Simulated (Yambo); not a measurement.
BSE-type run in Yambo on CaHI (space group P4/nmm, No. 129), at zero momentum.

Quantum ESPRESSO step (LDA, PseudoDojo standard norm-conserving files, scalar-relativistic):
```
&CONTROL
  calculation = 'nscf'
  pseudo_dir = './pseudo'
  outdir = './out'
/
&SYSTEM
  ibrav = 0
  nat = 6
  ntyp = 3
  ecutwfc = 74.0
  ecutrho = 296.0
  occupations = 'fixed'
  force_symmorphic = .true.
  nbnd = 78
/
&ELECTRONS
  conv_thr = 6.000000000000001e-09
  diago_full_acc = .true.
  diago_thr_init = 1e-08
/
ATOMIC_SPECIES
H 1.0080 H.upf
Ca 40.0780 Ca.upf
I 126.9045 I.upf
CELL_PARAMETERS angstrom
  4.023340000000   0.000000000000   0.000000000000
  0.000000000000   4.023340000000   0.000000000000
  0.000000000000   0.000000000000   9.343130000000
ATOMIC_POSITIONS crystal
H   0.500000000000   0.500000000000   0.000000000000
H   0.000000000000   0.000000000000   0.000000000000
Ca   0.000000000000   0.500000000000   0.130190000000
Ca   0.500000000000   0.000000000000   0.869810000000
I   0.000000000000   0.500000000000   0.699790000000
I   0.500000000000   0.000000000000   0.300210000000
K_POINTS automatic
6 6 2 0 0 0
```

Yambo input:
```
rim_cut
optics
bse
bss
dipoles
em1s
RandQpts= 1000000
RandGvec= 1 Ry
FFTGvecs= 40 Ry
Chimod= "HARTREE"
BSKmod= "SEX"
BSEmod= "resonant"
BSSmod= "hs"
BSENGexx= 15 Ry
BSENGBlk= 1 Ry
% KfnQP_E
 2.344 | 1.0 | 1.0 |
%
% BSEQptR
 1 | 1 |
%
% BSEBands
 11 | 32 |
%
% BEnRange
 0.0 | 12.1 | eV
%
% BDmRange
 0.15 | 0.15 | eV
%
BEnSteps= 242
% BLongDir
 1.0 | 0.0 | 0.0 |
%
BSHayTrs= -0.02
BSSNEig= 24
WRbsWF
% BndsRnXs
 1 | 73 |
%
NGsBlkXs= 1 Ry
% LongDrXs
 1.0 | 1.0 | 1.0 |
%
```

From the report:

The dimension is k points × valence × conduction bands = 72 × 8 × 14 = 8064.
```
   [SLEPC] Approach                          : Krylov-Schur
   [SLEPC] Number of requested eigenvalues   :  24
   [SLEPC] Number of eigenvalues        [NEV]:  24
    [K] Dimension                                    :   8064
    [K] Bands                                        :   11   32
    [K] Exchange res                                 : yes
    [K] Correlation res                              : yes
    [K] W interaction is bare                        : no
    [K] RL vectors exchange                          :  1033
    [K] RL vectors correlation                       :  19
    [W] Matrix size                                  :  19
    [W] Bands                                        :    1   73
    [W] Coulomb Cutoff                               : none
    [W] Hxc Kernel                                   : HARTREE
```

Spin-orbit coupling is not included.

Geometry of the Materials Project entry, not relaxed at this level.

The distance between layers or molecules is the database entry's, not relaxed here. Functionals without dispersion can leave it too large, which widens gaps and weakens the response across layers: the numbers belong to this cell.
